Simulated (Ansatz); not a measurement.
LaTiO2F:
```cif
data_F2La2O4Ti2
_chemical_formula_sum 'La2 Ti2 O4 F2'
_space_group_name_H-M_alt 'P 1'
_space_group_IT_number 1
_cell_length_a 4.02336
_cell_length_b 4.02336
_cell_length_c 7.96810
_cell_angle_alpha 90.000
_cell_angle_beta 90.000
_cell_angle_gamma 90.000
loop_
_space_group_symop_operation_xyz
  'x, y, z'
loop_
_atom_site_label
_atom_site_type_symbol
_atom_site_fract_x
_atom_site_fract_y
_atom_site_fract_z
_atom_site_occupancy
La1 La 0.50000 0.50000 0.25000 1
Ti1 Ti 0.00000 0.00000 0.00000 1
O1 O 0.50000 0.00000 0.00000 1
O2 O 0.00000 0.50000 0.00000 1
F1 F 0.00000 0.00000 0.25000 1
La2 La 0.50000 0.50000 0.75000 1
Ti2 Ti 0.00000 0.00000 0.50000 1
O3 O 0.50000 0.00000 0.50000 1
O4 O 0.00000 0.50000 0.50000 1
F2 F 0.00000 0.00000 0.75000 1
```
The run is spin-polarised; directions of the spins, atom by atom: 0 ↑ 0 0 0 0 ↓ 0 0 0.

Relaxed with r²SCAN.

Question: Tabulate the valence density and the electron localisation function along the shortest Ti–O contact (2.01 Å), DFT-r²SCAN in the program Ansatz with PAW potentials.

Answer: 

| distance from Ti (Å) | density (e/Å³) | ELF |
|---|---|---|
| 0.20 | 10.86 | 0.62 |
| 0.30 | 9.30 | 0.68 |
| 0.40 | 7.27 | 0.72 |
| 0.50 | 5.09 | 0.70 |
| 0.60 | 3.17 | 0.63 |
| 0.70 | 1.78 | 0.45 |
| 0.80 | 0.99 | 0.24 |
| 0.91 | 0.65 | 0.12 |
| 1.01 | 0.58 | 0.13 |
| 1.11 | 0.67 | 0.32 |
| 1.21 | 0.91 | 0.63 |
| 1.31 | 1.32 | 0.79 |
| 1.41 | 2.02 | 0.83 |
| 1.51 | 3.09 | 0.81 |
| 1.61 | 4.50 | 0.75 |
| 1.71 | 6.04 | 0.63 |
| 1.81 | 7.39 | 0.45 |

The density is the valence pseudo-density with augmentation charge, so density and ELF within about 1 Å of a nucleus are not all-electron values.

Space group P4/mmm. The start of the workflow was typed in or built on a structure type; neither database checked (COD, Materials Project) lists it. Whether it is the stable phase at ambient conditions was not checked. The r²SCAN relaxation kept the symmetry of its start, as lowered by the spin order; its stability against distortions is not shown here. The final state is antiferromagnetic, chosen from 3 collinear starts compared on coarse meshes (ties went to the first, and starts can fall back to one state), not a proven ground state. Other orbital occupations within this spin state were not tried. No Hubbard U is applied. Spin–orbit coupling is left out wherever it is not named.

Potentials: the earlier of the program's two PAW sets. The files were generated under PBE; for other functionals the program regenerates the frozen cores, and for LDA and PBEsol the local potential too.
